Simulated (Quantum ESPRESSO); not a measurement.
# Al3GeNO5: finding a planted mistake in a log

Simulated, not a measurement. The program is pw.x of Quantum ESPRESSO 7.5 (plane-wave density functional theory). The cell is made up: 10 atoms on a corundum lattice, with randomly drawn elements, strain and displacements, not relaxed. PseudoDojo standard norm-conserving files (v0.5 for PBE, v0.4.1 for LDA and PBEsol) set the functional; there is no spin polarisation, spin-orbit coupling or dispersion term, and the masses in the input are unused placeholders.

Intended input:

```
&control calculation='scf', pseudo_dir='./dojo.nc.sr.pbe.v0_5.standard.upf', outdir='./o', disk_io='medium', tprnfor=.true., tstress=.true. /
&system ibrav=0, nat=10, ntyp=4, nbnd=35, ecutwfc=84.00895049, nosym=.true., tot_charge=0,
 occupations='smearing', smearing='fd', degauss=0.0018374661
/
&electrons conv_thr=7.350e-09, electron_maxstep=60, /
ATOMIC_SPECIES
Al 1.0 Al.upf
Ge 1.0 Ge.upf
N 1.0 N.upf
O 1.0 O.upf
CELL_PARAMETERS angstrom
2.4172 1.3956 4.3955
-2.4172 1.3956 4.3955
0.0 -2.7911 4.3955
ATOMIC_POSITIONS angstrom
Al 0.041 -0.0072 4.6364
Al 0.0825 0.0057 1.9232
Ge -0.0044 -0.049 8.5851
Al -0.0639 0.0047 11.2098
N -0.9134 1.3764 7.684
O -0.8064 -1.4333 7.6365
O 1.7067 0.082 7.6866
O 0.9725 -1.4439 5.4432
O 0.7213 1.5106 5.5469
O -1.6572 -0.0547 5.4667
K_POINTS automatic
6 6 6 1 1 1
```

The log is shortened where brackets say so; the opening notice, blank lines, dates and the lines on written files are dropped, and the path of the files is cut. It prints rydbergs, bohrs and kilobars, and counts compression as positive stress. Where no state is partly filled, the Fermi energy that it prints is only some level between the filled and the empty states on the mesh, and need not lie in the true gap.

Log of the intended run:

```
     Program PWSCF v.7.5
     Parallel version (MPI & OpenMP), running on       1 processor cores
     Number of MPI processes:                 1
     Threads/MPI process:                     1
     [start-up lines left out]
     bravais-lattice index     =            0
     lattice parameter (alat)  =       9.8395  a.u.
     unit-cell volume          =     600.3705 (a.u.)^3
     number of atoms/cell      =           10
     number of atomic types    =            4
     number of electrons       =        58.00
     number of Kohn-Sham states=           35
     kinetic-energy cutoff     =      84.0090  Ry
     charge density cutoff     =     336.0358  Ry
     scf convergence threshold =      7.3E-09
     mixing beta               =       0.7000
     number of iterations used =            8  plain     mixing
     Exchange-correlation= PBE
                           (   1   4   3   4   0   0   0)
     [axes and pseudopotential details left out]
   Cartesian axes
     site n.     atom                  positions (alat units)
         1        Al     tau(   1) = (   0.0078743  -0.0013828   0.8904475  )
         2        Al     tau(   2) = (   0.0158446   0.0010947   0.3693617  )
         3        Ge     tau(   3) = (  -0.0008450  -0.0094107   1.6488183  )
         4        Al     tau(   4) = (  -0.0122724   0.0009027   2.1529071  )
         5        N      tau(   5) = (  -0.1754238   0.2643456   1.4757568  )
         6        O      tau(   6) = (  -0.1548738  -0.2752736   1.4666341  )
         7        O      tau(   7) = (   0.3277816   0.0157486   1.4762561  )
         8        O      tau(   8) = (   0.1867743  -0.2773094   1.0453981  )
         9        O      tau(   9) = (   0.1385298   0.2901195   1.0653143  )
        10        O      tau(  10) = (  -0.3182749  -0.0105055   1.0499114  )
     number of k points=   108  Fermi-Dirac smearing, width (Ry)=  0.0018
     Number of k-points >= 100: set verbosity='high' to print them.
     Dense  grid:    62509 G-vectors     FFT dimensions: (  60,  60,  60)
     Estimated max dynamical RAM per process >      90.85 MB
     Initial potential from superposition of free atoms
     starting charge      57.9918, renormalised to      58.0000
     Starting wfcs are   45 randomized atomic wfcs
     total cpu time spent up to now is       19.7 secs
     per-process dynamical memory:    60.0 Mb
     Self-consistent Calculation
     iteration #  1     ecut=    84.01 Ry     beta= 0.70
     Davidson diagonalization with overlap
     ethr =  1.00E-02,  avg # of iterations =  3.3
     total cpu time spent up to now is       87.0 secs
     total energy              =    -378.49086680 Ry
     estimated scf accuracy    <       2.26858678 Ry
     iteration #  2     ecut=    84.01 Ry     beta= 0.70
     Davidson diagonalization with overlap
     ethr =  3.91E-03,  avg # of iterations =  2.3
     total cpu time spent up to now is      144.8 secs
     total energy              =    -379.17122155 Ry
     estimated scf accuracy    <       1.54675799 Ry
     [iterations 3 to 9 left out]
     iteration # 10     ecut=    84.01 Ry     beta= 0.70
     Davidson diagonalization with overlap
     ethr =  4.28E-10,  avg # of iterations =  2.0
     total cpu time spent up to now is      581.9 secs
     total energy              =    -379.45658892 Ry
     estimated scf accuracy    <       0.00000008 Ry
     iteration # 11     ecut=    84.01 Ry     beta= 0.70
     Davidson diagonalization with overlap
     ethr =  1.40E-10,  avg # of iterations =  2.0
     total cpu time spent up to now is      620.6 secs
     End of self-consistent calculation
     Number of k-points >= 100: set verbosity='high' to print the bands.
     the Fermi energy is    11.2954 ev
!    total energy              =    -379.45658894 Ry
     estimated scf accuracy    <          1.5E-09 Ry
     smearing contrib. (-TS)   =       0.00000000 Ry
     internal energy E=F+TS    =    -379.45658894 Ry
     The total energy is F=E-TS. E is the sum of the following terms:
     one-electron contribution =    -127.45343775 Ry
     hartree contribution      =     108.03544949 Ry
     xc contribution           =     -99.38039090 Ry
     ewald contribution        =    -260.65820978 Ry
     convergence has been achieved in  11 iterations
     Forces acting on atoms (cartesian axes, Ry/au):
     atom    1 type  1   force =     0.01171247   -0.00215832   -0.04313614
     atom    2 type  1   force =    -0.01837851   -0.00971924    0.05247509
     atom    3 type  2   force =    -0.00808509    0.08598263   -0.13297836
     atom    4 type  1   force =     0.03346897   -0.02156731    0.05834511
     atom    5 type  3   force =    -0.03197902    0.00296252    0.03335616
     atom    6 type  4   force =     0.04521212   -0.05328931    0.01100459
     atom    7 type  4   force =    -0.03105475    0.01514342    0.01655010
     atom    8 type  4   force =    -0.03515825    0.03063144    0.03686639
     atom    9 type  4   force =     0.02043268    0.00754222   -0.02419937
     atom   10 type  4   force =     0.01382938   -0.05552805   -0.00828357
     Total force =     0.227756     Total SCF correction =     0.000082
     Computing stress (Cartesian axis) and pressure
          total   stress  (Ry/bohr**3)                   (kbar)     P=       61.56
   0.00024908   0.00021201  -0.00014522           36.64       31.19      -21.36
   0.00021201   0.00053765   0.00015600           31.19       79.09       22.95
  -0.00014522   0.00015600   0.00046861          -21.36       22.95       68.93
     init_run     :     17.81s CPU     19.51s WALL (       1 calls)
     electrons    :    583.90s CPU    600.91s WALL (       1 calls)
     forces       :      6.86s CPU      6.95s WALL (       1 calls)
     stress       :     30.06s CPU     30.15s WALL (       1 calls)
     [timing details left out]
     PWSCF        :  10m38.99s CPU  10m59.64s WALL
     JOB DONE.
```

A second run was made from an input with one planted mistake. Its log:

```
     Program PWSCF v.7.5
     Parallel version (MPI & OpenMP), running on       1 processor cores
     Number of MPI processes:                 1
     Threads/MPI process:                     1
     [start-up lines left out]
     bravais-lattice index     =            0
     lattice parameter (alat)  =       9.8395  a.u.
     unit-cell volume          =     600.3705 (a.u.)^3
     number of atoms/cell      =           10
     number of atomic types    =            4
     number of electrons       =        58.00
     number of Kohn-Sham states=           35
     kinetic-energy cutoff     =      84.0090  Ry
     charge density cutoff     =     336.0358  Ry
     scf convergence threshold =      7.3E-09
     mixing beta               =       0.7000
     number of iterations used =            8  plain     mixing
     Exchange-correlation= PBE
                           (   1   4   3   4   0   0   0)
     [axes and pseudopotential details left out]
   Cartesian axes
     site n.     atom                  positions (alat units)
         1        Al     tau(   1) = (   0.0078743  -0.0013828   0.8904475  )
         2        Al     tau(   2) = (   0.0158446   0.0010947   0.3693617  )
         3        Ge     tau(   3) = (  -0.0008450  -0.0094107   1.6488183  )
         4        Al     tau(   4) = (  -0.0122724   0.0009027   2.1529071  )
         5        N      tau(   5) = (  -0.1754238   0.2643456   1.4757568  )
         6        O      tau(   6) = (  -0.1548738  -0.2752736   1.4666341  )
         7        O      tau(   7) = (   0.3277816   0.0157486   1.4762561  )
         8        O      tau(   8) = (   0.1867743  -0.2773094   1.0453981  )
         9        O      tau(   9) = (   0.1385298   0.2901195   1.0653143  )
        10        O      tau(  10) = (  -0.3182749  -0.0105055   1.0499114  )
     number of k points=     4  Fermi-Dirac smearing, width (Ry)=  0.0018
                       cart. coord. in units 2pi/alat
        k(    1) = (   0.0000000   0.0000000   0.2961449), wk =   0.5000000
        k(    2) = (   0.0000000   0.6218287   0.0987103), wk =   0.5000000
     [further k points left out]
     Dense  grid:    62509 G-vectors     FFT dimensions: (  60,  60,  60)
     Estimated max dynamical RAM per process >      90.85 MB
     Initial potential from superposition of free atoms
     starting charge      57.9918, renormalised to      58.0000
     Starting wfcs are   45 randomized atomic wfcs
     total cpu time spent up to now is        2.0 secs
     per-process dynamical memory:    72.5 Mb
     Self-consistent Calculation
     iteration #  1     ecut=    84.01 Ry     beta= 0.70
     Davidson diagonalization with overlap
     ethr =  1.00E-02,  avg # of iterations =  3.0
     total cpu time spent up to now is        3.6 secs
     total energy              =    -378.48713527 Ry
     estimated scf accuracy    <       2.27168206 Ry
     iteration #  2     ecut=    84.01 Ry     beta= 0.70
     Davidson diagonalization with overlap
     ethr =  3.92E-03,  avg # of iterations =  2.5
     total cpu time spent up to now is        5.5 secs
     total energy              =    -379.16937096 Ry
     estimated scf accuracy    <       1.54241803 Ry
     [iterations 3 to 9 left out]
     iteration # 10     ecut=    84.01 Ry     beta= 0.70
     Davidson diagonalization with overlap
     ethr =  7.60E-10,  avg # of iterations =  2.0
     total cpu time spent up to now is       19.0 secs
     total energy              =    -379.45392500 Ry
     estimated scf accuracy    <       0.00000011 Ry
     iteration # 11     ecut=    84.01 Ry     beta= 0.70
     Davidson diagonalization with overlap
     ethr =  1.86E-10,  avg # of iterations =  3.0
     total cpu time spent up to now is       20.5 secs
     End of self-consistent calculation
     [lines on levels left out]
     the Fermi energy is    11.1340 ev
!    total energy              =    -379.45392503 Ry
     estimated scf accuracy    <          4.2E-09 Ry
     smearing contrib. (-TS)   =       0.00000000 Ry
     internal energy E=F+TS    =    -379.45392503 Ry
     The total energy is F=E-TS. E is the sum of the following terms:
     one-electron contribution =    -127.46254905 Ry
     hartree contribution      =     108.05094984 Ry
     xc contribution           =     -99.38411604 Ry
     ewald contribution        =    -260.65820978 Ry
     convergence has been achieved in  11 iterations
     Forces acting on atoms (cartesian axes, Ry/au):
     atom    1 type  1   force =     0.01150663   -0.00224312   -0.04364600
     atom    2 type  1   force =    -0.01825425   -0.01019811    0.05309692
     atom    3 type  2   force =    -0.00882331    0.08641415   -0.13357420
     atom    4 type  1   force =     0.03377119   -0.02131096    0.05870577
     atom    5 type  3   force =    -0.03277427    0.00124049    0.03309724
     atom    6 type  4   force =     0.04637690   -0.05194764    0.00998101
     atom    7 type  4   force =    -0.03242021    0.01486630    0.01652542
     atom    8 type  4   force =    -0.03329717    0.03040953    0.03751249
     atom    9 type  4   force =     0.02017795    0.00889309   -0.02355546
     atom   10 type  4   force =     0.01373654   -0.05612374   -0.00814319
     Total force =     0.228646     Total SCF correction =     0.000115
     Computing stress (Cartesian axis) and pressure
          total   stress  (Ry/bohr**3)                   (kbar)     P=       61.39
   0.00025033   0.00021447  -0.00014542           36.83       31.55      -21.39
   0.00021447   0.00054105   0.00015407           31.55       79.59       22.66
  -0.00014542   0.00015407   0.00046052          -21.39       22.66       67.74
     init_run     :      1.81s CPU      1.89s WALL (       1 calls)
     electrons    :     18.13s CPU     18.56s WALL (       1 calls)
     forces       :      0.39s CPU      0.41s WALL (       1 calls)
     stress       :      1.20s CPU      1.22s WALL (       1 calls)
     [timing details left out]
     PWSCF        :     21.61s CPU     22.20s WALL
     JOB DONE.
```

Question: what was wrong in the second input?

Answer: the k-point mesh is too coarse. The input lines that differ, file-writing options aside:

```
- 6 6 6 1 1 1
+ 2 2 2 1 1 1
```

|  | intended run | run with the mistake |
| --- | --- | --- |
| free energy (eV) | -5162.770 | -5162.734 |
| smearing term -TS (eV) | 0.0000 | 0.0000 |
| pressure (GPa) | 6.16 | 6.14 |
| largest force component (eV/Å) | 3.419 | 3.434 |
| largest change of a force component (eV/Å) |  | 0.048 |
| iterations | 11 | 11 |

For scale, a rerun of the intended cell at a cutoff of 1437 eV and k mesh 8 x 8 x 8 moved values by no more than 0.003 eV in energy, 0.02 GPa in stress and 0.002 eV/Å in force.